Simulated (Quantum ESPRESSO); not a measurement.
## WRhCu2Sn2Al2 (input and log of a self-consistent run)

Simulated, not a measurement. The program is pw.x of Quantum ESPRESSO 7.5 (plane-wave density functional theory). The cell is made up: eight metal atoms on a hexagonal close-packed lattice, with elements, volume, strain and displacements drawn at random and not relaxed, so it may be unstable or far from any real phase. PseudoDojo standard norm-conserving files set the functional (PBE unless stated); there is no spin polarisation or spin-orbit coupling, the Fermi-Dirac width of 0.25 eV means electrons at about 2900 K, and the masses in the input are unused placeholders. The copper pseudopotential is less sure than most, with forces differing by about three percent and pressure by about two GPa from a second method on plain copper. The tin pseudopotential is less sure than most, with forces differing by about three percent from a second method on plain tin. Heavy elements are run without spin-orbit coupling, which real alloys of them have. A spin test at this wide smearing found no moment, but such smearing suppresses magnetism that the real alloy may have.

Input:

```
&control calculation='scf', pseudo_dir='./dojo.nc.sr.pbe.v0_5.standard.upf', outdir='./o', disk_io='minimal', tprnfor=.true., tstress=.true. /
&system ibrav=0, nat=8, ntyp=5, nbnd=62, ecutwfc=92.02030273, nosym=.true., tot_charge=0,
 occupations='smearing', smearing='fd', degauss=0.0183746611
/
&electrons conv_thr=1.470e-08, electron_maxstep=70, mixing_beta=0.5 /
ATOMIC_SPECIES
Al 1.0 Al.upf
Cu 1.0 Cu.upf
Rh 1.0 Rh.upf
Sn 1.0 Sn.upf
W 1.0 W.upf
CELL_PARAMETERS angstrom
0.0 4.8592 0.0
2.8055 0.0 4.6363
2.8055 0.0 -4.6363
ATOMIC_POSITIONS angstrom
W 0.0236 0.0317 -0.0428
Rh 2.832 0.0214 0.0122
Cu 2.8344 1.6453 -2.281
Sn 2.8112 1.6311 2.3086
Al 1.4231 2.3505 0.0137
Al 4.2469 2.4805 0.0228
Sn 1.3986 4.0533 -2.3079
Cu 1.3885 3.9728 2.3249
K_POINTS automatic
5 5 5 1 1 1
```

The log is shortened where brackets say so; the opening notice, blank lines, dates and the lines on written files are dropped, and the path of the files is cut. It prints rydbergs, bohrs and kilobars, and counts compression as positive stress. Its total energy is the free energy E - TS of the whole cell.

```
     Program PWSCF v.7.5
     Parallel version (MPI & OpenMP), running on       4 processor cores
     Number of MPI processes:                 4
     Threads/MPI process:                     1
     [start-up lines left out]
     bravais-lattice index     =            0
     lattice parameter (alat)  =       9.1826  a.u.
     unit-cell volume          =     853.0474 (a.u.)^3
     number of atoms/cell      =            8
     number of atomic types    =            5
     number of electrons       =       103.00
     number of Kohn-Sham states=           62
     kinetic-energy cutoff     =      92.0203  Ry
     charge density cutoff     =     368.0812  Ry
     scf convergence threshold =      1.5E-08
     mixing beta               =       0.5000
     number of iterations used =            8  plain     mixing
     Exchange-correlation= PBE
                           (   1   4   3   4   0   0   0)
     [axes and pseudopotential details left out]
   Cartesian axes
     site n.     atom                  positions (alat units)
         1        W      tau(   1) = (   0.0048568   0.0065237  -0.0088080  )
         2        Rh     tau(   2) = (   0.5828120   0.0044040   0.0025107  )
         3        Cu     tau(   3) = (   0.5833059   0.3385948  -0.4694188  )
         4        Sn     tau(   4) = (   0.5785314   0.3356725   0.4750988  )
         5        Al     tau(   5) = (   0.2928671   0.4837216   0.0028194  )
         6        Al     tau(   6) = (   0.8739916   0.5104750   0.0046921  )
         7        Sn     tau(   7) = (   0.2878252   0.8341497  -0.4749547  )
         8        Cu     tau(   8) = (   0.2857466   0.8175831   0.4784532  )
     number of k points=    63  Fermi-Dirac smearing, width (Ry)=  0.0184
                       cart. coord. in units 2pi/alat
        k(    1) = (   0.1732026   0.1000000   0.0000000), wk =   0.0320000
        k(    2) = (   0.3464053   0.1000000  -0.1048077), wk =   0.0320000
     [further k points left out]
     Dense  grid:   101681 G-vectors     FFT dimensions: (  60,  64,  64)
     Estimated max dynamical RAM per process >     374.18 MB
     Estimated total dynamical RAM >       1.39 GB
     Initial potential from superposition of free atoms
     starting charge     102.9902, renormalised to     103.0000
     Starting wfcs are   66 randomized atomic wfcs
     total cpu time spent up to now is       11.7 secs
     per-process dynamical memory:   288.4 Mb
     Self-consistent Calculation
     iteration #  1     ecut=    92.02 Ry     beta= 0.50
     Davidson diagonalization with overlap
     ethr =  1.00E-02,  avg # of iterations =  4.6
     total cpu time spent up to now is       39.1 secs
     total energy              =   -1465.36992393 Ry
     estimated scf accuracy    <       5.93997527 Ry
     iteration #  2     ecut=    92.02 Ry     beta= 0.50
     Davidson diagonalization with overlap
     ethr =  5.77E-03,  avg # of iterations =  3.0
     total cpu time spent up to now is       65.9 secs
     total energy              =   -1468.14216777 Ry
     estimated scf accuracy    <      16.29262968 Ry
     iteration #  3     ecut=    92.02 Ry     beta= 0.50
     Davidson diagonalization with overlap
     ethr =  5.77E-03,  avg # of iterations =  2.9
     total cpu time spent up to now is       91.1 secs
     total energy              =   -1469.16029539 Ry
     estimated scf accuracy    <       2.14753620 Ry
     iteration #  4     ecut=    92.02 Ry     beta= 0.50
     Davidson diagonalization with overlap
     ethr =  2.08E-03,  avg # of iterations =  2.0
     total cpu time spent up to now is      112.4 secs
     total energy              =   -1469.18929635 Ry
     estimated scf accuracy    <       1.14747913 Ry
     iteration #  5     ecut=    92.02 Ry     beta= 0.50
     Davidson diagonalization with overlap
     ethr =  1.11E-03,  avg # of iterations =  1.4
     total cpu time spent up to now is      132.7 secs
     total energy              =   -1469.07641059 Ry
     estimated scf accuracy    <       0.51330597 Ry
     [iterations 6 to 9 left out]
     iteration # 10     ecut=    92.02 Ry     beta= 0.50
     Davidson diagonalization with overlap
     ethr =  1.25E-06,  avg # of iterations =  1.9
     total cpu time spent up to now is      248.8 secs
     total energy              =   -1469.15281027 Ry
     estimated scf accuracy    <       0.00007317 Ry
     iteration # 11     ecut=    92.02 Ry     beta= 0.50
     Davidson diagonalization with overlap
     ethr =  7.10E-08,  avg # of iterations =  3.0
     total cpu time spent up to now is      272.4 secs
     total energy              =   -1469.15282304 Ry
     estimated scf accuracy    <       0.00007506 Ry
     iteration # 12     ecut=    92.02 Ry     beta= 0.50
     Davidson diagonalization with overlap
     ethr =  7.10E-08,  avg # of iterations =  2.0
     total cpu time spent up to now is      293.9 secs
     total energy              =   -1469.15283610 Ry
     estimated scf accuracy    <       0.00000320 Ry
     iteration # 13     ecut=    92.02 Ry     beta= 0.50
     Davidson diagonalization with overlap
     ethr =  3.11E-09,  avg # of iterations =  1.9
     total cpu time spent up to now is      314.2 secs
     total energy              =   -1469.15283639 Ry
     estimated scf accuracy    <       0.00000020 Ry
     iteration # 14     ecut=    92.02 Ry     beta= 0.50
     Davidson diagonalization with overlap
     ethr =  1.95E-10,  avg # of iterations =  2.2
     total cpu time spent up to now is      337.0 secs
     End of self-consistent calculation
     [lines on levels left out]
!    total energy              =   -1469.15283644 Ry
     estimated scf accuracy    <       0.00000001 Ry
     smearing contrib. (-TS)   =      -0.06862096 Ry
     internal energy E=F+TS    =   -1469.08421548 Ry
     The total energy is F=E-TS. E is the sum of the following terms:
     one-electron contribution =    -785.42992155 Ry
     hartree contribution      =     455.11943108 Ry
     xc contribution           =    -257.22214972 Ry
     ewald contribution        =    -881.55157530 Ry
     convergence has been achieved in  14 iterations
     Forces acting on atoms (cartesian axes, Ry/au):
     atom    1 type  5   force =    -0.00439056   -0.01278100    0.03164351
     atom    2 type  3   force =     0.00252581    0.00579229   -0.00753565
     atom    3 type  2   force =     0.01208278   -0.00601344   -0.00443057
     atom    4 type  4   force =    -0.06415519   -0.02625642   -0.00632980
     atom    5 type  1   force =    -0.00419821    0.02203136    0.02906953
     atom    6 type  1   force =     0.00405660   -0.00885118   -0.03393398
     atom    7 type  4   force =     0.06965940    0.01667486   -0.00221642
     atom    8 type  2   force =    -0.01558063    0.00940354   -0.00626664
     Total force =     0.120117     Total SCF correction =     0.000225
     Computing stress (Cartesian axis) and pressure
          total   stress  (Ry/bohr**3)                   (kbar)     P=       57.38
   0.00038704   0.00000468   0.00008916           56.94        0.69       13.12
   0.00000468   0.00025801   0.00004341            0.69       37.95        6.39
   0.00008916   0.00004341   0.00052510           13.12        6.39       77.25
     init_run     :     10.00s CPU     10.49s WALL (       1 calls)
     electrons    :    321.79s CPU    325.38s WALL (       1 calls)
     forces       :      3.32s CPU      3.33s WALL (       1 calls)
     stress       :     11.70s CPU     11.71s WALL (       1 calls)
     [timing details left out]
     PWSCF        :   5m48.14s CPU   5m52.27s WALL
     JOB DONE.
```

In other units: free energy -19988.843 eV for the cell, pressure 5.74 GPa, largest force component 1.791 eV/Å in size. The run took 354 s of wall time with four MPI processes on a shared machine (Intel Xeon, older, virtual cores), so the time is rough. A rerun of this cell at a higher cutoff and on a denser mesh moved values by no more than 0.002 eV in energy, 0.09 GPa in stress and 0.007 eV/Å in force, and a second program with other atomic files agreed on that cell to 2 % rms in force and 0.5 GPa in pressure.